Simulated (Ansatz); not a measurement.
V$_{2}$O$_{5}$:
```cif
data_O10V4
_chemical_formula_sum 'V4 O10'
_space_group_name_H-M_alt 'P 1'
_space_group_IT_number 1
_cell_length_a 6.27235
_cell_length_b 3.53289
_cell_length_c 7.13343
_cell_angle_alpha 90.000
_cell_angle_beta 90.344
_cell_angle_gamma 90.000
loop_
_space_group_symop_operation_xyz
  'x, y, z'
loop_
_atom_site_label
_atom_site_type_symbol
_atom_site_fract_x
_atom_site_fract_y
_atom_site_fract_z
_atom_site_occupancy
V1 V 0.74230 0.25000 0.72130 1
V2 V 0.25770 0.75000 0.27870 1
V3 V 0.19566 0.25000 0.90059 1
V4 V 0.80434 0.75000 0.09941 1
O1 O 0.73891 0.75000 0.80675 1
O2 O 0.26109 0.25000 0.19325 1
O3 O 0.03677 0.25000 0.70238 1
O4 O 0.96323 0.75000 0.29762 1
O5 O 0.43907 0.25000 0.82441 1
O6 O 0.56093 0.75000 0.17559 1
O7 O 0.14659 0.75000 0.96746 1
O8 O 0.85341 0.25000 0.03254 1
O9 O 0.67849 0.25000 0.50971 1
O10 O 0.32151 0.75000 0.49029 1
```

Relaxed with r²SCAN+D4. DFT-r²SCAN+D4 in the program Ansatz with PAW potentials gives a gap of 1.81 eV.

Question: What gap does HSE06 give on the same cell (Ansatz, PAW)?

Answer: 2.90 eV, 1.09 eV more. The hybrid was solved on a coarser mesh and at special points; its gap is the smallest among all of these.

Cost on shared cores: the r²SCAN+D4 run (SCF on a 5×8×4 mesh, then bands and DOS) around 10 core-minutes (rough), the HSE06 run (SCF on 3×5×3, then a few points) about 4 core-minutes (a rough figure); the tasks are unlike.

Space group P2_1/m. The workflow started from a Materials Project entry (that database holds measured and hypothetical structures alike); the Crystallography Open Database copy checked does not list it. COD files the formula under space group No. 31, 59, so this cell is another polymorph or a model. Its standing as an ambient phase is unchecked. Symmetry was held in the r²SCAN+D4 relaxation; whether a distortion lowers the energy is not shown. The run is not spin-polarised. No Hubbard U is applied.

Potentials: the later of the program's two PAW sets.
